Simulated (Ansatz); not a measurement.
## Band structure of ScZn

```
Sc Zn
1.0
     3.35000    0.00000    0.00000
     0.00000    3.35000    0.00000
     0.00000    0.00000    3.35000
Sc Zn
1 1
Cartesian
  0.0000 0.0000 0.0000
  1.6750 1.6750 1.6750
```

Atom numbers follow the list: Sc1, Zn2.

The geometry is COD entry 1527719, unchecked; take it as a test cell.

Spin polarisation is left out, and whether a magnetic state lies lower isn't shown here.

Method: DFT, PBEsol, all-electron LAPW, scalar-relativistic (Ansatz 0.2.0).

Settings: a Γ-centred 10×10×10 k mesh, Fermi–Dirac smearing of 0.03 eV, basis error target 0.5 meV/atom, no spin polarisation.

Points in fractions of the reciprocal vectors of this cell: Γ (0, 0, 0), X (0, 0.5, 0), M (0.5, 0.5, 0), R (0.5, 0.5, 0.5). The path joins them by straight lines in the order Γ–X–M–Γ–R–X–R–M; legs that retrace an earlier one aren't tabulated. Energies are in eV from the Fermi level.

Question: List the levels at Γ between -5 and 1.5 eV.

Answer: 0.08 (×2).

Question: List the levels at R between -5 and 1.5 eV.

Answer: -1.68 (×3), 0.74.

Question: List the levels at M between -5 and 1.5 eV.

Answer: -3.55, -0.61 (×2), 0.23.

Question: What is the band gap?

Answer: none: with an odd electron count and no spin polarisation the bands can't all be full, a metal in this set-up (spin order or a larger cell could open a gap).
